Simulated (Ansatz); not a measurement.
The relaxed structure here is a generated cell of MgAu: the first start was made by placing the elements on the sites of a structure type, and the end was not matched to a known phase here, so it may be hypothetical.

One starting cell of MgAu (a generated cell, MgAu placed in the AFLOW prototype AB_hP8_186_ab_ab (B5, as in SiC)) was relaxed twice with Ansatz (plane waves, PAW, scalar-relativistic): with PBEsol at 420 eV and with PBE at 420 eV. The PBEsol result:

```yaml
crystal:
  lattice:
    - [4.34713, 0.00000, 0.00000]
    - [-2.17357, 3.76473, 0.00000]
    - [0.00000, 0.00000, 10.47242]
  atoms:
    - { symbol: Au, position: [0.00000, 0.00000, 0.01532] }
    - { symbol: Au, position: [0.00000, 0.00000, 0.51532] }
    - { symbol: Au, position: [0.33333, 0.66667, 0.15136] }
    - { symbol: Au, position: [0.66667, 0.33333, 0.65136] }
    - { symbol: Mg, position: [0.00000, 0.00000, 0.26449] }
    - { symbol: Mg, position: [0.00000, 0.00000, 0.76449] }
    - { symbol: Mg, position: [0.33333, 0.66667, 0.44320] }
    - { symbol: Mg, position: [0.66667, 0.33333, 0.94320] }
```

```
quantity                          PBEsol    PBE
--------------------------------  ------  -----
space group                        P6₃mc  P6₃mc
volume (Å³/atom)                   21.42    ___
a (Å)                              4.347    ___
c (Å)                             10.472    ___
gap (eV, no spin-orbit coupling)    0.00    ___
```

Fill in the PBE column.


- volume (Å³/atom), PBE: 22.39
- a (Å), PBE: 4.415
- c (Å), PBE: 10.608
- gap (eV, no spin-orbit coupling), PBE: 0.00

Both levels end in the same structure; PBE's volume is 4.5 % larger. Neither column is exact.

No spin polarisation in the result.

The run could not lose the symmetry of its start: the end is stationary, and may be a saddle point rather than a minimum.

Ansatz is a quantum-chemistry and plane-wave program.
